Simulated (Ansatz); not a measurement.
Ta$_{3}$Ru in space group Fm-3m (No. 225; Ta on 8c, Ta on 4b, Ru on 4a) under volume change, PBEsol (plane waves, PAW; program Ansatz), scaled uniformly.

| V (Å³/atom) | E − E(relaxed) (meV/atom) | P (GPa) |
|---|---|---|
| 14.856 | (withheld) | (withheld) |
| 15.346 | 49.6 | 17.12 |
| 15.836 | 11.7 | 7.89 |
| 16.325 | 0.0 | 0.00 |
| 16.815 | 10.6 | -6.75 |
| 17.305 | 40.3 | -12.53 |
| 17.795 | (withheld) | (withheld) |

Q: Fill in the missing entries.

A: 
- 14.856, E − E(relaxed) (meV/atom): 118.0
- 14.856, P (GPa): 27.90
- 17.795, E − E(relaxed) (meV/atom): 86.3
- 17.795, P (GPa): -17.47

Q: What does a third-order Birch–Murnaghan fit give for V₀, B₀ and B′?

A: V₀ = 16.33 Å³/atom, B₀ = 243 GPa, B′ = 4.2.

The first step of the workflow began from a Materials Project structure, measured or hypothetical; the Crystallography Open Database copy checked does not list it. With Ta and Ru taken as one species the cell has the higher symmetry Im-3m, so it may be an ordered model of a mixed-site phase. Its standing as an ambient phase is unchecked. The PBEsol relaxation kept the symmetry of its start; whether a distortion lowers the energy is not shown. No spin polarisation was allowed. Spin–orbit coupling is left out wherever it is not named.

Potentials: the later of the program's two PAW sets.
